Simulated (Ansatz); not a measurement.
Cu4O in space group Pm-3m (No. 221; Cu on 1a, Cu on 3c, O on 1b), plane-wave PAW r²SCAN (Ansatz code), all energies at zero smearing, with the estimated change up to a 700 eV cutoff added, with one set of potentials and settings (totals compare only within such a set). Cell of 5 atoms (4 Cu, 1 O): -27090.662 eV.

```
element                            reference phase  E (eV/atom)
-------  -----------------------------------------  -----------
Cu                      Fm-3m, 1 atoms in the cell   -6631.2549
O        C2/m, 4 atoms in the cell, spin-polarised    -566.0346
```

Formation energy per atom, worked out: (-27090.662 − 4×(-6631.2549) − 1×(-566.0346))/5 = 0.078 eV/atom (8 kJ per mol of atoms), at 0 K, without zero-point energy or fitted corrections.

The start of the workflow was typed in or built on a structure type; neither database checked (COD, Materials Project) lists it. Whether it is the stable phase at ambient conditions was not checked. The cell was relaxed with r²SCAN under the symmetry of its start; its stability against distortions is not shown here. The workflow began spin-polarised and lost its moments. The volume moved by 18 % from the start of the relaxation. No Hubbard U is applied. The references are the lowest solids computed at this level, not always the standard phases (solids in place of the gases).

Potentials: the earlier of the program's two PAW sets.
